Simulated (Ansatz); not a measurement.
ZnO:
```yaml
crystal:
  lattice:
    - [3.23490, 0.00000, 0.00000]
    - [-1.61745, 2.80151, 0.00000]
    - [0.00000, 0.00000, 5.21190]
  atoms:
    - { symbol: Zn, position: [0.66667, 0.33333, 0.00238] }
    - { symbol: Zn, position: [0.33333, 0.66667, 0.50238] }
    - { symbol: O, position: [0.66667, 0.33333, 0.62282] }
    - { symbol: O, position: [0.33333, 0.66667, 0.12282] }
```

Relaxed with r²SCAN. Special points in fractions of this cell's reciprocal vectors: Γ (0.000, 0.000, 0.000); M (0.500, 0.000, 0.000); K (0.333, 0.333, 0.000); A (0.000, 0.000, 0.500); L (0.500, 0.000, 0.500); H (0.333, 0.333, 0.500).

List the band energies nearest the valence-band maximum at these points for plane-wave PAW r²SCAN (Ansatz code).

In eV from the valence-band maximum; about four levels below and three above (degenerate sets whole), none deeper than 8.9 eV; points with the same levels are listed once.

```tsv
k	below	above
Γ	-0.82 -0.82 -0.10 0.00 0.00	1.24 5.89 8.83
M	-2.87 -2.33 -1.31 -0.87	6.44 7.38 8.11
K	-3.57 -3.57 -1.96 -1.96 -1.77	8.14 8.46 8.46
A	-0.40 -0.40 -0.40 -0.40	3.94 3.94 10.84 10.84
L	-1.55 -1.55 -1.41 -1.41	6.27 6.27 9.18 9.18
H	-2.74 -2.74 -1.29 -1.29	8.53 8.53 8.73 8.73
```

Space group P6_3mc (wurtzite). The r²SCAN relaxation kept the symmetry of its start; phonons on a q-mesh show no instability.

Potentials: the later of the program's two PAW sets.
